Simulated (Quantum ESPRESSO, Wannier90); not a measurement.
# Wannier functions of Hf2Cu (I4/mmm)

```
Hf2Cu
1.0
    0.00000    -3.15283     0.00000
    3.15283     0.00000     0.00000
   -1.57641     1.57641     5.55951
Hf Cu
2 1
Direct
  0.34389   0.34389   0.68778
  0.65611   0.65611   0.31222
  0.00000   0.00000   0.00000
```

Materials Project entry mp-30581; symmetrised, unrelaxed at this level. COD (Crystallography Open Database) has an entry of this formula and space group (matched by these alone). Method: PBEsol plane waves in Quantum ESPRESSO 7.5 (PseudoDojo norm-conserving files, 74 Ry, no spin polarisation, no spin-orbit coupling), Bloch states on a 4×4×4 mesh through Γ, Wannier90 4.0.1. Density: 14×14×14 mesh, cold smearing 0.01 Ry. Spin-orbit coupling is left out although heavy elements are present.

Base run: 27 functions from bands 13-53 of the 53 computed, start hydrogen-like Hf: s;p;d; Cu: s;p;d, centres 0.05 Å off the atoms, frozen window up to 1.50 eV relative to the Fermi level, outer window open. One setting was then changed (edges relative to the Fermi level; misfit to pw.x on a path, for states up to 1.0 eV relative to the Fermi level).

```
run      Ω_I (Å²)  rms misfit (meV)  worst (meV)
-------  --------  ----------------  -----------
base        27.37                18          111
changed     26.44               436         1140
```

Question: Which change was made?
A. no frozen window
B. only the lowest 37 of the kept bands
C. frozen window to 3.50 eV

Answer: A, no frozen window. The others give:

```json
[
 {"run": "frozen window to 3.50 eV", "Ω_I (Å²)": "27.62", "rms misfit (meV)": "17", "worst (meV)": "108"},
 {"run": "only the lowest 37 of the kept bands", "Ω_I (Å²)": "29.23", "rms misfit (meV)": "24", "worst (meV)": "142"}
]
```
